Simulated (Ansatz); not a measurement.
ScGeCN:
```xyz
4
Lattice="3.3857 0.0000 0.0000 -1.6929 2.9321 0.0000 0.0000 0.0000 5.3309" Properties=species:S:1:pos:R:3 pbc="T T T"
Sc     0.0000     1.9547     2.7982
Ge     1.6929     0.9774     5.3180
C      0.0000     1.9547     0.4959
N      1.6929     0.9774     3.3823
```

DFT-r²SCAN in the program Ansatz with PAW potentials gives a gap of 2.58 eV without spin–orbit coupling, maximum at K, minimum off the standard path, at k = (0.000, 0.443, -0.419) in fractions of the reciprocal vectors.

What happens when spin–orbit coupling is switched on?

The gap drops by 0.01 eV, to 2.57 eV; maximum at K, minimum off the standard path, at k = (0.000, 0.440, -0.417) in fractions of the reciprocal vectors.

Space group P3m1. The start of the workflow was typed in or built on a structure type; neither database checked (COD, Materials Project) lists it. Whether it is the stable phase at ambient conditions was not checked. The r²SCAN relaxation kept the symmetry of its start; its stability against distortions is not shown here. The run is not spin-polarised.

Potentials: the earlier of the program's two PAW sets. The files were generated under PBE; for other functionals the program regenerates the frozen cores, and for LDA and PBEsol the local potential too.
